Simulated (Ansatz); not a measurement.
# Surface calculation: fcc Cu (111), 5 layers

The slab is cut from the fcc crystal, the stable phase, as relaxed on PAW files (11.31 Å³/atom), with 16 Å of vacuum and a dipole correction:

```yaml
crystal:
  lattice:
    - [2.51960, 0.00000, 0.00000]
    - [-1.25980, 2.18204, 0.00000]
    - [0.00000, 0.00000, 24.22900]
  atoms:
    - { symbol: Cu, position: [0.83333, 0.16667, 0.33018] }
    - { symbol: Cu, position: [0.16667, 0.83333, 0.41509] }
    - { symbol: Cu, position: [0.50000, 0.50000, 0.50000] }
    - { symbol: Cu, position: [0.83333, 0.16667, 0.58491] }
    - { symbol: Cu, position: [0.16667, 0.83333, 0.66982] }
```

All numbers are PBEsol results (scalar-relativistic) from Ansatz 0.2.0, with a Γ-centred 18×18×1 k mesh, Fermi–Dirac smearing of 0.1 eV, no spin polarisation. Methods: LAPW: all electrons, basis error target 1 meV/atom; PAW: frozen-core files, cutoff 420 eV.

The bulk energy comes from a cell in the slab's orientation on a 18×18×7 mesh. The surface energy is (E(slab) − N·E(bulk))/2A at zero smearing, the mean of both faces; thin slabs carry quantum-size effects.

The PAW files were made under PBE.

Problem. As cut, the LAPW slab lies 1.146 eV above 5 atoms of bulk. What surface energy is that?

Solution. Over two faces of 5.50 Å² it is 104.2 meV/Å², and times 16.02 J/m² per eV/Å² that gives γ = 1.670 J/m².

```tsv
method	γ as cut (J/m²)	γ relaxed (J/m²)	Φ as cut (eV)	Φ relaxed (eV)
LAPW	1.670	1.667	4.96	4.95
```

Problem. How do the spacings between the planes relax?

Solution. From the bottom face up: d12 -0.9 % of 2.057 Å, d23 -0.4 % of 2.057 Å, d34 -0.4 % of 2.057 Å, d45 -0.9 % of 2.057 Å.

Problem. What changes if the vacuum is set to 13 Å?

Solution. LAPW then gives: no gap, work function 4.95 eV; PAW: no gap, work function 4.95 eV. The program warns that the vacuum is too thin.

Problem. What changes if the images along the normal are cut off in place of the dipole correction?

Solution. LAPW then gives: no gap, work function 4.95 eV; PAW: no gap, work function 4.95 eV.

Problem. A 2p core hole is made on one atom of each kind in every 1×1 cell (PAW hole dataset, neutral cell, valence without spin). What does it cost by layer?

Solution. layer 1 935.96 eV, layer 2 936.28 eV, layer 3 936.27 eV. Shifts between layers mean more than the absolute values, and a whole layer of holes screens otherwise than one hole.

Problem. In the relaxed 1×1 cell, replace the outer, then the middle Cu by Zn, which changes a whole layer. What shift does this Z+1 picture give?

Solution. E(outer) − E(middle) = -0.28 eV by LAPW and -0.28 eV by PAW; a positive value puts the surface line at higher binding energy.
